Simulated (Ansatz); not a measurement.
TiAl$_{3}$ (Cu3Au type, Pm-3m) at seven volumes, DFT-PBEsol in the program Ansatz with PAW potentials, scaled uniformly. One row is withheld.

| V (Å³/atom) | P (GPa) |
|---|---|
| 14.001 | ? |
| 14.462 | 7.86 |
| 14.924 | 3.64 |
| 15.385 | 0.01 |
| 15.847 | -3.10 |
| 16.308 | -5.78 |
| 16.770 | -8.08 |

Question: Fit the shown pressures and predict the withheld one.

Answer: Third-order Birch–Murnaghan: P = (3/2)B₀(x^(7/2) − x^(5/2))[1 + (3/4)(B′ − 4)(x − 1)] with x = (V₀/V)^(2/3). Least squares on the six rows gives V₀ = 15.387 Å³/atom, B₀ = 111.8 GPa, B′ = 4.06. At V = 14.001, x = 1.0650 and P = 12.79 GPa. The run itself gave 12.77 GPa.

The first step of the workflow began from a Materials Project structure, measured or hypothetical; the Crystallography Open Database copy checked does not list it. Its standing as an ambient phase is unchecked. Symmetry was held in the PBEsol relaxation; its stability against distortions is not shown here. No spin polarisation was allowed.

Potentials: the later of the program's two PAW sets.
